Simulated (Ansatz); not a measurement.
## Computed properties of LaCuGe2

LaCuGe2:
```cif
data_Cu2Ge4La2
_chemical_formula_sum 'La2 Cu2 Ge4'
_space_group_name_H-M_alt 'P 1'
_space_group_IT_number 1
_cell_length_a 8.90678
_cell_length_b 8.90678
_cell_length_c 4.23737
_cell_angle_alpha 90.000
_cell_angle_beta 90.000
_cell_angle_gamma 151.446
loop_
_space_group_symop_operation_xyz
  'x, y, z'
loop_
_atom_site_label
_atom_site_type_symbol
_atom_site_fract_x
_atom_site_fract_y
_atom_site_fract_z
_atom_site_occupancy
La1 La 0.89424 0.10576 0.75000 1
La2 La 0.10576 0.89424 0.25000 1
Cu1 Cu 0.67852 0.32148 0.75000 1
Cu2 Cu 0.32148 0.67852 0.25000 1
Ge1 Ge 0.53970 0.46030 0.75000 1
Ge2 Ge 0.46030 0.53970 0.25000 1
Ge3 Ge 0.24833 0.75167 0.75000 1
Ge4 Ge 0.75167 0.24833 0.25000 1
```

Space group Cmcm (No. 63); conventional cell a = 4.3930 Å, b = 17.2634 Å, c = 4.2374 Å, α = β = γ = 90.00°.

Method: plane-wave PAW r²SCAN (Ansatz code). The cell and atoms are relaxed at this level. Other levels are named where they apply.

**Cell and energy**

```json
{
 "volume_per_atom": "20.08 Å³",
 "density": "7.19 g/cm³",
 "Formation energy from the elements (no fitted shifts)": "-0.68 eV/atom"
}
```

**Electronic structure**

```json
{
 "electronic_character": "metallic (no gap)",
 "Density of states at the Fermi level": "0.24 states/eV per atom (mean over ±0.08 eV)"
}
```

The workflow started from a Materials Project entry (that database holds measured and hypothetical structures alike); the Crystallography Open Database copy checked does not list it. Whether it is the stable phase at ambient conditions was not checked. The cell was relaxed with r²SCAN under the symmetry of its start; its stability against distortions is not shown here. The run is not spin-polarised. The references are the lowest solids computed at this level, not always the standard phases. Spin–orbit coupling is left out wherever it is not named.

Potentials: the later of the program's two PAW sets.
